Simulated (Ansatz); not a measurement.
Level of theory: DFT PBE, scalar-relativistic, plane waves, PAW (Ansatz). Each cell gets a short relaxation within its symmetry: 420 eV, a coarse mesh through Γ, smearing of 0.2 eV, at most 16 steps to 0.08 eV/Å and 0.8 GPa. No spin polarisation. Energies are free energies per atom, good to about 0.1 eV/atom between metallic cells, end volumes are rough, and groups of ends are read at 0.1 Å.

Two unrelaxed guesses for In4Ru:

A.

Space group P4/mmm (No. 123). a = 3.976 Å, b = 3.976 Å, c = 8.816 Å, α = 90.00°, β = 90.00°, γ = 90.00°
```json
{"atom": "In", "site": "1b", "symmetry": "4/mmm", "x": "0.0000", "y": "0.0000", "z": "0.5000"}
{"atom": "In", "site": "2g", "symmetry": "4mm", "x": "0.0000", "y": "0.0000", "z": "0.7526"}
{"atom": "In", "site": "1a", "symmetry": "4/mmm", "x": "0.0000", "y": "0.0000", "z": "0.0000"}
{"atom": "Ru", "site": "1c", "symmetry": "4/mmm", "x": "0.5000", "y": "0.5000", "z": "0.0000"}
```

B.

Space group I-43m (No. 217). a = 6.621 Å, b = 6.621 Å, c = 6.621 Å, α = 90.00°, β = 90.00°, γ = 90.00°
| atom | site | symmetry | x | y | z |
| --- | --- | --- | --- | --- | --- |
| In | 8c | .3m | 0.1748 | 0.1748 | 0.1748 |
| Ru | 2a | -43m | 0.0000 | 0.0000 | 0.0000 |

Question: Which is lower as given, and which after relaxing?

Answer: As given, A is lower by 0.92 eV/atom. Relaxed, B is lower by 0.63 eV/atom, so the order turns round. A goes from P4/mmm at 27.9 Å³/atom to P4/mmm at 32.1 Å³/atom and gains 1.64 eV/atom. B goes from I-43m at 29.0 Å³/atom to Im-3m at 24.7 Å³/atom and gains 3.19 eV/atom. The closest pair in A goes from In–In at 2.18 Å to In–Ru at 2.54 Å. The closest pair in B goes from In–Ru at 2.00 Å to In–Ru at 2.72 Å. At the end: counting all near atoms (those within 1.25 times the shortest distance at each site; a plus sign parts nearer from farther groups; a slash parts the counts of unlike sites), A has In 2+4/4+2, Ru 4 and B has In 2+6, Ru 8.
